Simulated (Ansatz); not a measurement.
Below is a relaxed structure of La4ZrO. The cell was found from a structure generator's guess, not taken from experiment.

All numbers below come from DFT PBE, scalar-relativistic, plane waves, PAW (Ansatz 0.2.0). Cutoff 420 eV, Γ-centred mesh, Gaussian smearing, no spin polarisation.

```xyz
6
Lattice="-3.2821 3.2821 4.8069 3.2821 -3.2821 4.8069 3.2821 3.2821 -4.8069" Properties=species:S:1:pos:R:3 pbc="T T T"
La    0.0000    0.0000    6.8460
La    0.0000    0.0000    2.7678
La    0.0000    3.2821    2.4034
La    3.2821    0.0000    2.4034
Zr    0.0000    0.0000    0.0000
O     0.0000    0.0000    4.8069
```

Formation energies are uncorrected and refer to the elements' standard structures at the same level (O₂ as a molecule).

Task: What space group does it have?

Result: I4/mmm (No. 139). Conventional cell: a = 6.564 Å, c = 9.614 Å. Around La on a site of symmetry 4mm lie 1 O at 2.04 Å, 1 Zr at 2.77 Å, 4 La at 3.30 Å and 1 La at 4.08 Å; around La on a site of symmetry -4m2 lie 4 La at 3.30 Å, 4 O at 4.07 Å and 4 Zr at 4.07 Å; around Zr lie 2 La at 2.77 Å and 8 La at 4.07 Å; O is surrounded by 2 La at 2.04 Å.

Task: What is its formation energy per atom?

Result: +0.13 eV/atom. A positive value: parting into the elements would lower its energy.

Task: Is it a metal?

Result: Yes, bands cross the Fermi level on the 8×8×8 mesh.

The last run used an 8×8×8 mesh for its 6-atom cell and Gaussian smearing of 0.10 eV. Symmetry constrained the relaxation, so the result can be a saddle point.
